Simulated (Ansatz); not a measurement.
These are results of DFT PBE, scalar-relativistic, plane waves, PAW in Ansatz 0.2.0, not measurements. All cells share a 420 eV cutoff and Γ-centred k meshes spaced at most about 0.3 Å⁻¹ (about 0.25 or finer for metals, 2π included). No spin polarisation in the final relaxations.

Temperature and zero-point effects are left out.

Two relaxed structures of In₄TeS:

A.

```
In Te S
1.0
     5.00339   -5.89656    0.00000
     5.00339    5.89656    0.00000
     0.00000    0.00000    4.16722
In Te S
4 1 1
Direct
  0.82508 0.17492 0.50000
  0.27892 0.27892 0.00000
  0.72108 0.72108 0.00000
  0.17492 0.82508 0.50000
  0.50000 0.50000 0.50000
  0.00000 0.00000 0.00000
```

B.

```
In Te S
1.0
     3.75938    0.00000    0.00000
     0.00000    3.75938    0.00000
     0.00000    0.00000   11.89253
In Te S
4 1 1
Direct
  0.50000 0.50000 0.16029
  0.00000 0.00000 0.63388
  0.00000 0.00000 0.36612
  0.50000 0.50000 0.83971
  0.00000 0.00000 0.00000
  0.50000 0.50000 0.50000
```

Task: Which form is favoured at zero pressure, and by what margin per atom?

Result: B is lower, by 204 meV/atom. A has space group Cmmm (No. 65), 41.0 Å³/atom and no gap on its mesh; B has space group P4/mmm (No. 123), 28.0 Å³/atom and no gap. Counting S or Te atoms around In (for each partner element, those within 1.25 times its shortest distance or 1.15 times the sum of covalent radii, where it is the nearest in units of that sum or under 1.3; the shortest distance is added where it exceeds 1.18 times the sum of covalent radii; a slash parts the counts of unlike sites), A has In 2 from 2.9 Å/3 and B has In 4/4 from 3.1 Å. In A, around In on a site of symmetry m2m lie 2 S at 2.93 Å; around Te lie 4 In at 3.04 Å; S is surrounded by 6 In at 2.79–2.93 Å; 1 more site not described. In B, In on its first site is surrounded by 4 Te at 3.27 Å, 9 In at 3.61–3.81 Å and 1 S at 4.04 Å; Te has 8 In at 3.27 Å and 4 Te at 3.76 Å; S has 8 In at 3.10 Å, 4 S at 3.76 Å and 2 In at 4.04 Å; 1 more site not described. Both come from invented guesses.

Weakly bound directions are ill-defined at this level, which has no dispersion term (Cmmm, P4/mmm), and this can change margins and order among such cells. Spin–orbit coupling, which can matter for Te, is left out. Cells relaxed within their symmetry can be saddle points.
